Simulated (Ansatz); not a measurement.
A: GaAs (zinc blende), a = 5.667 Å, b = 5.667 Å, c = 5.667 Å, α = 90.00°, β = 90.00°, γ = 90.00°
B: SnTe (rock salt), a = 6.370 Å, b = 6.370 Å, c = 6.370 Å, α = 90.00°, β = 90.00°, γ = 90.00°
C: CsCl (CsCl type), a = b = c = 4.140 Å, α = β = γ = 90.00°

Scan: energy over volume and axial ratio (atoms clamped). One method and one kind of scan serve all of them; meshes and ranges differ. All were relaxed with their symmetry unable to fall. Spin-orbit coupling is left out.

### Question
Put the candidates in order of shear modulus C′ = (C11 − C12)/2 (fitted), lowest first, for r2SCAN (plane waves to 500 eV, PAW, scalar-relativistic; Ansatz, a quantum-chemistry and plane-wave program).

### Answer
C (14 GPa), A (34 GPa), B (62 GPa)

(A scan under strain: stresses follow from slopes of the energy per volume, elastic moduli from its curvatures.)
